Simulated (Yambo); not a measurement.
G0W0@PBEsol for NaBa2ReO6 (space group Fm-3m, No. 225) in Yambo. Reference settings: 2×2×2 Γ-centred k mesh, bands 6 to 229 and a 7 Ry block in the screening, 229 bands in G with the Bruneval-Gonze terminator, plasmon pole fitted at 27.2 eV. The PBEsol gap Γ → X on this mesh is 1.90 eV; G0W0 gaps are taken between the same points.

The settings were changed. The gap went from 3.62 eV to 3.60 eV, and the shift of the valence edge from -0.42 eV to -0.20 eV.

Q: Name the change that produced these shifts.
A. pole fitted at 15 eV
B. 152 bands in W, 152 bands in G
C. no terminator
D. 94 bands in G, no terminator

A: C, no terminator. The others gave (gap, valence shift): 152 bands in W, 152 bands in G: 3.67, -0.33 eV; 94 bands in G, no terminator: 3.65, 0.32 eV; pole fitted at 15 eV: 3.59, -0.35 eV.

Spin-orbit coupling is not included.

Geometry of the Materials Project entry, not relaxed at this level; primitive cell a = 5.955 Å, b = 5.955 Å, c = 5.955 Å, α = 60.00°, β = 60.00°, γ = 60.00°.

A shift is the quasiparticle energy of the state minus its PBEsol energy.
